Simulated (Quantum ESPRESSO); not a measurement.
## Calculated data, TaSnIr6 (simulated cell)

Computed with Quantum ESPRESSO 7.5. Calculation on a made-up metal alloy cell, not a measurement: no spin or spin-orbit, unrelaxed, 2900 K smearing, stress positive in tension, cell energy less fitted offsets; periodic Kohn-Sham density functional theory in plane waves with PseudoDojo standard norm-conserving scalar-relativistic pseudopotentials, each functional with its own files (v0.5 for PBE, v0.4.1 for LDA and PBEsol), eight atoms on drawn sites of a strained close-packed or body-centred lattice, each displaced and held fixed; the energy is the cell's free energy, ions and the entropy term -TS included, at the stated Fermi-Dirac width, less a fixed offset for each atom's element (shifted free energy); compositions with an open d shell lost a parallel starting moment in a cheaper test run, and other magnetic orders were not tried; an error bar is the largest change of its kind in a tighter rerun, never given below 0.002 eV, 0.02 GPa or 0.003 eV/angstrom, and covers cutoff and k-mesh only, not smearing or the files.

```cif
# cell vector a (Å): -3.8953 0.0143 -0.0346
# cell vector b (Å): 0.0489 -3.9672 3.9175
# cell vector c (Å): -0.0041 5.8982 1.9062
data_TaSnIr6
_symmetry_space_group_name_H-M 'P 1'
_symmetry_Int_Tables_number 1
_cell_length_a 3.8955
_cell_length_b 5.5757
_cell_length_c 6.1986
_cell_angle_alpha 117.450
_cell_angle_beta 89.918
_cell_angle_gamma 91.010
_cell_volume 119.45
loop_
_atom_site_label
_atom_site_type_symbol
_atom_site_fract_x
_atom_site_fract_y
_atom_site_fract_z
_atom_site_occupancy
Ir1 Ir 0.03097 0.99380 0.99401 1
Ir2 Ir 0.05080 0.24781 0.49742 1
Ir3 Ir 0.98069 0.49688 0.00561 1
Ta1 Ta 0.98782 0.75795 0.49208 1
Ir4 Ir 0.53265 0.11569 0.73723 1
Sn1 Sn 0.51606 0.38640 0.26557 1
Ir5 Ir 0.50444 0.63479 0.75279 1
Ir6 Ir 0.51493 0.85903 0.24844 1
_calc_lattice_type 'face-centred cubic'
_calc_functional 'pbe'
_calc_cutoff 980  # eV
_calc_fermi_dirac_smearing 0.25  # eV
_calc_electrons_removed 0
_calc_run_command 'mpirun -np 4 pw.x -nk 4 -in in'
_calc_run_processor 'AMD EPYC, older, virtual cores'
_calc_k_mesh '6 x 5 x 4 shifted half a step off Gamma on each axis'
_calc_entropy_term_negative_ts -1.321  # eV
_calc_pressure 17.22  # GPa
_calc_stress_xx -19.83  # GPa
_calc_stress_yy -11.13  # GPa
_calc_stress_zz -20.69  # GPa
_calc_stress_yz -1.64  # GPa
_calc_stress_xz 1.85  # GPa
_calc_stress_xy -0.52  # GPa
_calc_shifted_free_energy 0.089  # eV
```

Atoms:
```tsv
atoms element	atom site	atom energy offset (eV)
Ir	1	-3133.86
Ir	2	-3133.86
Ir	3	-3133.86
Ta	4	-1771.44
Ir	5	-3133.86
Sn	6	-2144.16
Ir	7	-3133.86
Ir	8	-3133.86
```

Forces:
```tsv
site	x (eV/Å)	y (eV/Å)	z (eV/Å)
1	0.57	-0.18	-0.537
2	1.894	0.99	0.218
3	-1.436	-1.12	0.07
4	-2.239	0.985	3.045
5	0.722	-0.239	-0.087
6	0.733	-0.033	-3.505
7	-0.725	0.732	0.073
8	0.482	-1.135	0.723
```

Notes: the tin pseudopotential is less sure than most, with forces differing by about three percent from a second method on plain tin; heavy elements are run without spin-orbit coupling, which real alloys of them have; a spin test at this wide smearing found no moment, but such smearing suppresses magnetism that the real alloy may have; lattice, volume and sites are drawn at random and may be unstable or far from any real phase; energies are for the whole cell, less offsets fitted to these runs, so they are not formation energies; error bars: energy 0.0029 eV, stress 0.02 GPa, force 0.006 eV/Å, from a tighter rerun of a related cell, whose elements or sites may differ; 14 SCF iterations, 441 s of wall time on a shared machine.
